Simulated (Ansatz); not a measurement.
One crystal and one scan (frozen-phonon scan) at two levels, PBE (plane waves to 420 eV, PAW, scalar-relativistic; Ansatz, a program for electronic structure) and r2SCAN (plane waves to 500 eV, PAW, scalar-relativistic; Ansatz), each from its own relaxed cell and on its own mesh. The cell shown is that of PBE.

Starting cell, SiC (zinc blende):

```
CELL_PARAMETERS angstrom
      0.00000     4.37975     4.37975
      2.18988     2.18988     4.37975
      2.18988     2.18988     0.00000
ATOMIC_POSITIONS crystal
  C  0.00000 0.75000 0.75000
  C  0.50000 0.75000 0.75000
  Si 0.00000 0.00000 0.00000
  Si 0.50000 0.00000 0.00000
```

The atoms are displaced by Q × the pattern below (from a DFPT mode at X = (0.5, 0.5, 0.0), largest move 1; Q in Å), at fixed cell. (q is in reciprocal vectors of the primitive cell; the cell shown is doubled to hold the pattern.)

```
atom      x      y       z
----  -----  -----  ------
C1    0.000  0.000  -1.000
C2    0.000  0.000   1.000
```

Atoms not listed stay in place.

SiC was relaxed with its symmetry unable to fall. Percentages come from the unrounded values.

Results of PBE:

| Item | Result |
|---|---|
| Lattice constant a (Å) | 4.380 |
| Harmonic wavenumber from the curvature (finite differences) (cm⁻¹ (negative: imaginary)) | 804 |
| Shape of the curve | a single well with its minimum at or next to zero displacement |

### Question
What does r2SCAN give for the same quantities?

### Answer
```tsv
quantity	r2SCAN	PBE − r2SCAN
Lattice constant a (Å)	4.356	+0.024 (+0.5 %)
Harmonic wavenumber from the curvature (finite differences) (cm⁻¹ (negative: imaginary))	834	-30 (-3.6 %)
```

PBE gives the higher value for: lattice constant a. PBE gives the lower value for: harmonic wavenumber from the curvature. Both give the same shape of the curve: a single well with its minimum at or next to zero displacement. Neither level is exact: the differences show how much the result hangs on the functional.

(A displaced cell: forces are minus the slopes of the energy, force constants its curvatures, and phonons follow from these.)
